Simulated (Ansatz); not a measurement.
K3SbS4:
```cif
data_K6S8Sb2
_chemical_formula_sum 'K6 Sb2 S8'
_space_group_name_H-M_alt 'P 1'
_space_group_IT_number 1
_cell_length_a 7.52809
_cell_length_b 7.52809
_cell_length_c 7.47009
_cell_angle_alpha 90.000
_cell_angle_beta 90.000
_cell_angle_gamma 93.490
loop_
_space_group_symop_operation_xyz
  'x, y, z'
loop_
_atom_site_label
_atom_site_type_symbol
_atom_site_fract_x
_atom_site_fract_y
_atom_site_fract_z
_atom_site_occupancy
K1 K 0.29393 0.70607 0.97940 1
K2 K 0.70607 0.29393 0.47940 1
K3 K 0.74639 0.80254 0.48987 1
K4 K 0.25361 0.19746 0.98987 1
K5 K 0.19746 0.25361 0.48987 1
K6 K 0.80254 0.74639 0.98987 1
Sb1 Sb 0.24504 0.75496 0.48037 1
Sb2 Sb 0.75496 0.24504 0.98037 1
S1 S 0.56658 0.43342 0.82953 1
S2 S 0.43342 0.56658 0.32953 1
S3 S 0.91512 0.08488 0.77142 1
S4 S 0.08488 0.91512 0.27142 1
S5 S 0.58446 0.04499 0.16087 1
S6 S 0.41554 0.95501 0.66087 1
S7 S 0.95501 0.41554 0.16087 1
S8 S 0.04499 0.58446 0.66087 1
```

Relaxed with LDA.

### Question
Which orbitals make up the states near the band edges in LDA (plane waves, PAW; program Ansatz)?

### Answer
Top 1 eV of the valence band: S 3p 96 %. Bottom 1 eV of the conduction band: S 3p 62 %, Sb 5s 26 %, outside the projected shells 5 %. Projections are on Löwdin-orthogonalised atomic valence shells; empty p or d shells of many metals are not among them.

### Question
Tabulate the density of states.

### Answer
States/eV per cell of 16 atoms, in 0.25 eV bins, energy from the valence-band maximum.

```csv
E (eV),total,S 3p,Sb 5p,K 4s
-7.85,0.00,0.00,0.00,0.00
-7.60,0.00,0.00,0.00,0.00
-7.35,0.00,0.00,0.00,0.00
-7.10,16.00,3.99,0.02,0.29
-6.85,0.00,0.00,0.00,0.00
-6.60,0.00,0.00,0.00,0.00
-6.35,0.00,0.00,0.00,0.00
-6.10,0.00,0.00,0.00,0.00
-5.85,0.00,0.00,0.00,0.00
-5.60,0.00,0.00,0.00,0.00
-5.35,0.00,0.00,0.00,0.00
-5.10,0.00,0.00,0.00,0.00
-4.85,0.00,0.00,0.00,0.00
-4.60,0.00,0.00,0.00,0.00
-4.35,0.00,0.00,0.00,0.00
-4.10,0.00,0.00,0.00,0.00
-3.85,0.20,0.13,0.06,0.00
-3.60,15.84,9.79,4.61,0.16
-3.35,12.21,7.54,3.41,0.20
-3.10,12.12,7.55,3.35,0.16
-2.85,7.61,4.77,2.08,0.08
-2.60,0.02,0.01,0.00,0.00
-2.35,0.00,0.00,0.00,0.00
-2.10,0.04,0.04,0.00,0.01
-1.85,3.74,3.13,0.01,0.50
-1.60,9.74,8.30,0.05,1.01
-1.35,16.15,14.47,0.11,0.91
-1.10,16.26,15.22,0.13,0.27
-0.85,23.01,21.82,0.10,0.26
-0.60,22.60,21.57,0.08,0.15
-0.35,31.40,30.32,0.11,0.07
-0.10,5.07,4.94,0.01,0.01
0.15,0.00,0.00,0.00,0.00
0.40,0.00,0.00,0.00,0.00
0.65,0.00,0.00,0.00,0.00
0.90,0.00,0.00,0.00,0.00
1.15,0.00,0.00,0.00,0.00
1.40,0.00,0.00,0.00,0.00
1.65,0.00,0.00,0.00,0.00
1.90,0.00,0.00,0.00,0.00
2.15,0.97,0.57,0.00,0.05
2.40,15.04,9.41,0.11,0.36
2.65,0.00,0.00,0.00,0.00
2.90,0.00,0.00,0.00,0.00
3.15,0.00,0.00,0.00,0.00
3.40,0.00,0.00,0.00,0.00
3.65,0.00,0.00,0.00,0.00
3.90,11.84,3.21,4.97,0.65
4.15,11.94,3.11,5.00,0.89
4.40,8.71,2.16,3.52,0.86
4.65,9.48,2.33,3.73,0.94
4.90,6.00,1.46,2.24,0.56
5.15,2.74,0.42,0.34,0.80
5.40,6.44,0.53,0.32,1.84
5.65,16.55,1.20,0.61,4.85
5.90,13.41,0.91,0.40,3.91
6.15,8.40,0.52,0.25,2.04
6.40,10.83,0.28,0.15,1.04
6.65,17.30,0.44,0.19,1.69
6.90,14.85,0.40,0.18,1.61
```

Space group Cmc2_1. The first step of the workflow began from a Materials Project structure, measured or hypothetical; the Crystallography Open Database files this formula in space group No. 36, but the cells were not matched. Whether it is the stable phase at ambient conditions was not checked. The cell was relaxed with LDA under the symmetry of its start; its stability against distortions is not shown here. Scalar-relativistic: spin–orbit coupling is off unless named, which matters more the heavier the elements.

Potentials: the later of the program's two PAW sets.
